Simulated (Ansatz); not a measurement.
## Computed properties of Mn2Ge

Mn2Ge:
```
CELL_PARAMETERS angstrom
      4.10809     0.00000     0.00000
     -2.05404     3.55771     0.00000
      0.00000     0.00000     4.97324
ATOMIC_POSITIONS crystal
  Mn 0.00000 0.00000 0.50000
  Mn 0.00000 0.00000 0.00000
  Mn 0.66667 0.33333 0.25000
  Mn 0.33333 0.66667 0.75000
  Ge 0.66667 0.33333 0.75000
  Ge 0.33333 0.66667 0.25000
```
The run is spin-polarised; directions of the spins, atom by atom: ↑ ↑ ↑ ↑ 0 0.

Space group P6_3/mmc (No. 194); conventional cell a = 4.1081 Å, b = 4.1081 Å, c = 4.9732 Å, α = 90.00°, β = 90.00°, γ = 120.00°.

Method: PBEsol (plane waves, PAW; program Ansatz). Structure relaxed to zero pressure with the same functional. Other levels are named where they apply.

### Cell and energy

* **Volume per atom**: 12.11 Å³
* **Density**: 8.34 g/cm³
* **Formation energy from the elements (no fitted shifts)**: -0.007 eV/atom

### Electronic structure

Electronic character: metallic (no gap)
Density of states at the Fermi level: 0.96 states/eV per atom (mean over ±0.08 eV)

### Magnetism

- Magnetic order: ferromagnetic
- Net moment: 1.33 μB per atom

### Mechanics

Bulk modulus (Birch–Murnaghan fit): 1590 kbar
Pressure derivative B′: 4.7

The workflow started from a Materials Project entry (that database holds measured and hypothetical structures alike); the Crystallography Open Database copy checked does not list it. Whether it is the stable phase at ambient conditions was not checked. The cell was relaxed with PBEsol under the symmetry of its start; whether a distortion lowers the energy is not shown. Magnetic state: ferromagnetic, chosen from 5 collinear starts compared on coarse meshes (ties went to the first, and starts can fall back to one state), not a proven ground state. Point labels and valley counts follow the cell and symmetry of the run, lower than the named group. The references are the lowest solids computed at this level, not always the standard phases. Spin–orbit coupling is left out wherever it is not named.

Potentials: the later of the program's two PAW sets.
